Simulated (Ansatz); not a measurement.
A geometry of Cl2 away from equilibrium: step 3 of the relaxation of a generated cell, Cl2 placed in the AFLOW prototype A_hR2_166_c. These are PBE (plane waves to 420 eV, PAW, scalar-relativistic; Ansatz, an electronic-structure program) values and carry that method's errors. Γ-centred k-mesh 6×6×6 on the run's cell (coarser than for final values), Fermi–Dirac smearing 0.05 eV.

```yaml
crystal:
  lattice:
    - [2.48624, 1.43543, 5.67750]
    - [-2.48624, 1.43543, 5.67750]
    - [0.00000, -2.87086, 5.67750]
  atoms:
    - { symbol: Cl, position: [0.05855, 0.05855, 0.05855] }
    - { symbol: Cl, position: [0.94145, 0.94145, 0.94145] }
```

**Question.** Predict the force on each atom, in eV/Å.

**Answer.** 
```
atom    Fx    Fy     Fz
----  ----  ----  -----
Cl1   0.00  0.00   0.20
Cl2   0.00  0.00  -0.20
```

**Question.** What is the pressure?

**Answer.** +0.1 GPa, compression positive.

No spin polarisation in the result. No dispersion correction is included, so spacings between layers, chains or molecules are soft and tend to come out too large.

The run could not lose the symmetry of its start: the end is stationary, and may be a saddle point rather than a minimum.

The end of the path is a generated cell of Cl2: the first start was made by placing the elements on the sites of a structure type, and the end was not matched to a known phase here, so it may be hypothetical. Known forms of Cl2 include space group No. 64.
